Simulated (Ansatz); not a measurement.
**Relaxing a structure of Ni**

The start is a generated cell, Ni placed in the beta-Sn structure type. The cell and all atomic positions are relaxed at zero pressure with PBE (plane waves to 420 eV, PAW, scalar-relativistic; Ansatz, an electronic-structure program). The first steps use a coarse 15×15×15 k-mesh.

Initial structure:
```yaml
crystal:
  lattice:
    - [-2.18918, 2.18918, 1.19444]
    - [2.18918, -2.18918, 1.19444]
    - [2.18918, 2.18918, -1.19444]
  atoms:
    - { symbol: Ni, position: [0.75000, 0.25000, 0.50000] }
    - { symbol: Ni, position: [0.00000, 0.00000, 0.00000] }
```
Spin-polarised start, with parallel moments on Ni.

Q: By how much does the energy per atom fall from start to end?

A: 0.01 eV/atom.

Q: How does the volume change?

A: +4.9 %, from 11.45 to 12.01 Å³/atom.

Q: How do the shortest distances between atoms change?

A: The closest pairs of elements (up to four, under 3.6 Å), start → end: Ni–Ni 2.27 → 2.31 Å.

Q: Is the relaxed structure metallic? Give its gap.

A: Zero (metallic).

Q: What magnetic moments remain?

A: Net 0.67 μB/atom, ferromagnetic.

Q: Write out the relaxed structure.

A: 
```cif
data_Ni4
_chemical_formula_sum 'Ni4'
_space_group_name_H-M_alt 'I41/amd :1'
_space_group_IT_number 141
_space_group_name_Hall 'I 4bw 2bw -1bw'
_cell_length_a 4.45475
_cell_length_b 4.45475
_cell_length_c 2.42161
_cell_angle_alpha 90.000
_cell_angle_beta 90.000
_cell_angle_gamma 90.000
loop_
_atom_site_label
_atom_site_type_symbol
_atom_site_symmetry_multiplicity
_atom_site_Wyckoff_symbol
_atom_site_fract_x
_atom_site_fract_y
_atom_site_fract_z
_atom_site_occupancy
Ni1 Ni 4 a 0.00000 0.00000 0.00000 1
```
(The calculation used a cell of 2 atoms; values per cell refer to that cell.)

The space group stays I4₁/amd (No. 141) (the run could not lower it); the end is AFLOW prototype A_tI4_141_a (A5, as in Sn), with 2 atoms in the primitive magnetic cell. Final values are on a 22×22×22 k-mesh of the relaxed cell. Spin state reached: ferromagnetic (net 0.67 μB/atom), from parallel starting moments; other spin orders were not run from this start.

The run could not lose the symmetry of its start, so the end can be a saddle point.

All atoms sit on sites fixed by symmetry, so only the cell could relax.

The relaxed structure here is a generated cell of Ni: the first start was made by placing the elements on the sites of a structure type, and the end was not matched to a known phase here, so it may be hypothetical. Known forms of Ni include space group No. 225.
